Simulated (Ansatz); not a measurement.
A geometry of SnTe away from equilibrium: the start of the relaxation of a relaxed SnTe cell with every coordinate shifted by Gaussian noise of σ = 0.3 Å. Level of theory: PBEsol (plane waves to 420 eV, PAW, scalar-relativistic; Ansatz, a first-principles code). Γ-centred k-mesh 6×6×6 on the run's cell (coarser than for final values), Fermi–Dirac smearing 0.05 eV.

```xyz
2
Lattice="0.0000 3.1447 3.1447 3.1447 0.0000 3.1447 3.1447 3.1447 0.0000" Properties=species:S:1:pos:R:3 pbc="T T T"
Te     0.0729     0.3193    -0.4552
Sn     3.1756     2.9718     2.6820
```

Question: Predict the force on each atom, in eV/Å.

Answer: 
| atom | Fx | Fy | Fz |
|---|---|---|---|
| Te1 | -0.05 | -1.84 | -0.01 |
| Sn2 | 0.05 | 1.84 | 0.01 |

Question: What is the pressure?

Answer: +3.8 GPa, compression positive.

No spin polarisation in the result.

The end of the path is a generated cell of SnTe: the first start was made by placing the elements on the sites of a structure type, and the end was not matched to a known phase here, so it may be hypothetical. Known forms of SnTe include space group No. 225.
